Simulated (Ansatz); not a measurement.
One stationary structure of CoSi₂. Space group Fm-3m (No. 225), AFLOW prototype AB2_cF12_225_a_c (C1, as in CaF2). These are r2SCAN (plane waves to 500 eV, PAW, scalar-relativistic; Ansatz, a quantum-chemistry and plane-wave program) values and carry that method's errors.

```xyz
3
Lattice="0.0000 2.6575 2.6575 2.6575 0.0000 2.6575 2.6575 2.6575 0.0000" Properties=species:S:1:pos:R:3 pbc="T T T"
Co     0.0000     0.0000     0.0000
Si     1.3287     1.3287     1.3287
Si     3.9862     3.9862     3.9862
```

```json
{
 "volume_per_atom": "12.51 Å³",
 "density": "5.09 g/cm³",
 "band_gap": "zero (metallic)",
 "magnetic_moment": "zero (the starting moments vanished)",
 "shortest_distances": "Co–Si 2.30 Å; Si–Si 2.66 Å",
 "k-mesh": "15×15×15"
}
```

Band energies at high-symmetry points (eV from the Fermi level; labels of this space group; no spin-orbit coupling), from −5 eV up to 2.9 eV:

| point | energies |
|---|---|
| Γ | -4.34 -4.34 -4.34 -2.07 -2.07 1.52 |
| X | -3.95 -3.95 -2.06 -2.00 -2.00 -1.44 1.96 |
| U | -4.08 -3.70 -2.31 -1.80 -1.31 -1.05 2.32 |
| K | -4.08 -3.70 -2.31 -1.80 -1.31 -1.05 2.32 |
| L | -3.82 -3.82 -2.24 -1.72 -1.72 -0.54 -0.54 |
| W | -2.40 -2.40 -2.00 -1.57 -0.74 |

No spin polarisation in the result: the starting moments vanished. The relaxed primitive cell holds an odd number of electrons. A magnetic state may lie lower.

The run could not lose the symmetry of its start.

All atoms sit on sites fixed by symmetry, so only the cell could relax.
